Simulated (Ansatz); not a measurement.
**Na (P6_3/mmc): electronic heat capacity and spin susceptibility from the density of states**

Computed with DFT r2SCAN, scalar-relativistic, plane waves, PAW (Ansatz).

Cutoff 500 eV; k points 15×15×8 on the computed 2-atom cell (Γ-centred); Gaussian smearing, width 0.10 eV; no spin polarisation.

Relaxed cell: P6_3/mmc, a = 3.767 Å, b = 3.767 Å, c = 6.154 Å, α = 90.00°, β = 90.00°, γ = 120.00°, 2 atoms in the primitive cell. This form isn't the element's structure at ambient conditions.

The density of states at the Fermi level is 0.927 states/eV in the cell of 2 atoms (2 formula units; both spins, tetrahedra on a 23×23×12 mesh).

Task: What Sommerfeld coefficient and Pauli susceptibility does this give?

Result: Per formula unit N(E_F) = 0.463 states/eV. γ = (π²/3) k_B² N(E_F) N_A = 2.357 mJ/(mol K²) per state/eV, so γ = 1.1 mJ/(mol K²), a mole of formula units. χ_P = μ_B² N(E_F) N_A = 3.23×10⁻⁵ emu/mol per state/eV gives 1.5×10⁻⁵ emu/mol. This is the bare band result: a measured γ of the same phase is as a rule larger by a factor 1 + λ from phonons and spin fluctuations, the spin part of χ is larger by the Stoner factor, and a measured χ also holds orbital and core terms. N(E_F) at one energy is sensitive to the mesh where the density of states has sharp peaks.

Cost: 1 run of about 1.6 core-minutes, on Intel Xeon Platinum 8488C (Sapphire Rapids) (shared hosts).